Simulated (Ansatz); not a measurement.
BP:
```yaml
crystal:
  lattice:
    - [0.00000, 2.26178, 2.26178]
    - [2.26178, 0.00000, 2.26178]
    - [2.26178, 2.26178, 0.00000]
  atoms:
    - { symbol: B, position: [0.00000, 0.00000, 0.00000] }
    - { symbol: P, position: [0.75000, 0.75000, 0.75000] }
```

Relaxed with HSE06.

Give the Bader charges and basin volumes of the independent atoms, HSE06 (plane waves, PAW; program Ansatz).



```
atom  Bader charge (e)  Bader volume (Å³)
----  ----------------  -----------------
B1               +0.65                6.3
P2               -0.65               16.8
```

Space group F-43m (zinc blende). The HSE06 relaxation kept the symmetry of its start.

Potentials: the earlier of the program's two PAW sets.
